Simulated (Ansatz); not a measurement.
TaN (rock salt, Fm-3m), DFT-PBEsol in the program Ansatz with PAW potentials, all energies at zero smearing, with the estimated change up to a 700 eV cutoff added, with one set of potentials and settings (totals compare only within such a set). Cell of 2 atoms (1 Ta, 1 N): -10187.983 eV.

```json
[
 {"element": "Ta", "reference phase": "Im-3m, 1 atoms in the cell", "E (eV/atom)": "-9807.4091"},
 {"element": "N", "reference phase": "Pa-3, 8 atoms in the cell", "E (eV/atom)": "-378.4910"}
]
```

Formation energy per atom, worked out: (-10187.983 − 1×(-9807.4091) − 1×(-378.4910))/2 = -1.041 eV/atom (-100 kJ per mol of atoms), at 0 K, without zero-point energy or fitted corrections.

This is a known high-temperature phase of the composition, computed here at zero pressure and temperature. The cell was relaxed with PBEsol under the symmetry of its start; whether a distortion lowers the energy is not shown. No spin polarisation was allowed. The references are the lowest solids computed at this level, not always the standard phases (solids in place of the gases). Scalar-relativistic: spin–orbit coupling is off unless named, which matters more the heavier the elements.

Potentials: the earlier of the program's two PAW sets. The files were generated under PBE; for other functionals the program regenerates the frozen cores, and for LDA and PBEsol the local potential too.
